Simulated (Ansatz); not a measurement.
This BRu₄ structure is the end of a relaxation. The cell was found from a structure generator's guess, not taken from experiment.

All numbers below come from DFT PBE, scalar-relativistic, plane waves, PAW in Ansatz. Cutoff 420 eV, Γ-centred mesh, Gaussian smearing, collinear spin.

```yaml
crystal:
  lattice:
    - [4.58701, 0.00000, 0.00000]
    - [0.00000, 4.58701, 0.00000]
    - [0.00000, 0.00000, 4.58701]
  atoms:
    - { symbol: B, position: [0.00000, 0.00000, 0.00000] }
    - { symbol: Ru, position: [0.50000, 0.50000, 0.50000] }
    - { symbol: Ru, position: [0.00000, 0.50000, 0.50000] }
    - { symbol: Ru, position: [0.50000, 0.00000, 0.50000] }
    - { symbol: Ru, position: [0.50000, 0.50000, 0.00000] }
```

The zero of energy is the elements' standard structures at the same level; no fitted shifts are applied.

Q: What space group does it have?

A: Pm-3m (No. 221). Conventional cell: a = 4.587 Å. Around B lie 12 Ru at 3.24 Å (long contacts); Ru on a site of symmetry m-3m is surrounded by 6 Ru at 2.29 Å; around Ru on a site of symmetry 4/mmm lie 2 Ru at 2.29 Å, 4 B at 3.24 Å and 8 Ru at 3.24 Å.

Q: How far does it lie from the elements in energy?

A: +2.56 eV/atom. It can't be a ground state, since the elements alone are lower.

Q: Is it a metal?

A: Yes, bands cross the Fermi level on the 8×8×8 mesh.

Q: Which magnetic moments does it keep?

A: 0.28 μB per atom net, the space between the atoms included; by site: Ru 0.4 (×3) μB.

The last run used collinear spin, an 8×8×8 mesh for its 5-atom cell and Gaussian smearing of 0.10 eV. Another magnetic order may lie lower. Symmetry constrained the relaxation, so the result can be a saddle point. Another cell of BRu4 relaxed alike but without spin, in Pm-3m, lies 2.27 eV/atom lower, so this cell isn't the stable form at this level.
